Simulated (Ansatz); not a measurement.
# Sn (Im-3m), two-dimensional strain map

Theory: DFT PBEsol, scalar-relativistic, plane waves, PAW (Ansatz 0.2.0). Settings: plane waves to 420 eV, k-mesh 18×18×18 (Γ-centred), Gaussian smearing 0.15 eV. No spin polarisation. Energies are free energies at this smearing, counted from the undisturbed cell; pressure is positive in compression.

Reference structure (as given, not relaxed at this level; it stands at -1.9 GPa; this bcc form isn't the usual structure):

```xyz
1
Lattice="-1.8947 1.8947 1.8947 1.8947 -1.8947 1.8947 1.8947 1.8947 -1.8947" Properties=species:S:1:pos:R:3 pbc="T T T"
Sn    0.0000    0.0000    0.0000
```

The cell is strained by p along both x and y and by q along z, fractional coordinates fixed. Points are written (p, q).

Energy above the undisturbed cell in meV/atom (a dash: not computed):

```csv
p \ q,-0.080,-0.040,0.000,0.040,0.080
-0.080,239.6,144.0,74.6,30.2,?
-0.040,72.5,28.6,0.5,-11.8,-8.4
0.000,-3.1,-9.1,0.0,16.8,42.8
0.040,?,11.5,?,89.3,135.1
0.080,29.9,73.6,128.5,?,253.5
```

Problem. Fill in the withheld energies.

Solution. (-0.080, 0.080): 5.0; (0.040, -0.080): -10.6; (0.040, 0.000): 46.8; (0.080, 0.040): 189.9.